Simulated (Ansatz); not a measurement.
GaN (wurtzite)

```xyz
4
Lattice="3.1831 0.0000 0.0000 -1.5916 2.7567 0.0000 0.0000 0.0000 5.1837" Properties=species:S:1:pos:R:3 pbc="T T T"
Ga     1.5916     0.9189     0.0051
Ga     0.0000     1.8378     2.5970
N      1.5916     0.9189     3.2358
N      0.0000     1.8378     0.6439
```

Grid over V/V₀ and (c/a)/(c/a)₀, subscript 0 meaning the relaxed cell; the conventional c axis lies along z; no internal relaxation.

Method: r2SCAN (plane waves to 500 eV, PAW, scalar-relativistic; Ansatz, a program for electronic structure). k mesh 12×12×7 (Γ-centred), Fermi-Dirac smearing 0.05 eV. Compression counts positive. As the atoms are clamped, bonds stretch with the cell, which overstates energies and stresses. GaN was relaxed with its symmetry unable to fall. 

```
σxx (GPa)             V/V₀ = 0.960  V/V₀ = 0.973  V/V₀ = 0.987  V/V₀ = 1.000  V/V₀ = 1.013  V/V₀ = 1.027  V/V₀ = 1.040
--------------------  ------------  ------------  ------------  ------------  ------------  ------------  ------------
(c/a)/(c/a)₀ = 0.880           ___          -9.6         -11.8         -13.9         -15.8         -17.5           ___
(c/a)/(c/a)₀ = 0.920          -2.4          -5.1          -7.5          -9.8         -11.9         -13.9         -15.7
(c/a)/(c/a)₀ = 0.960           2.9           0.1          -2.6          -5.1          -7.5          -9.6         -11.6
(c/a)/(c/a)₀ = 1.000           8.8           5.7           2.7           0.0          -2.5          -4.9           ___
(c/a)/(c/a)₀ = 1.040          15.0          11.6           8.4           5.5           2.7           0.1          -2.3
(c/a)/(c/a)₀ = 1.080          21.5          17.8          14.4          11.2           8.2           5.4           2.8
(c/a)/(c/a)₀ = 1.120          28.1          24.2          20.6          17.2          13.9          10.9           8.1
```

Fill in the missing entries.


- (c/a)/(c/a)₀ = 0.880, V/V₀ = 0.960: -7.2
- (c/a)/(c/a)₀ = 0.880, V/V₀ = 1.040: -19.2
- (c/a)/(c/a)₀ = 1.000, V/V₀ = 1.040: -7.1

(A scan under strain: stresses follow from slopes of the energy per volume, elastic moduli from its curvatures.)
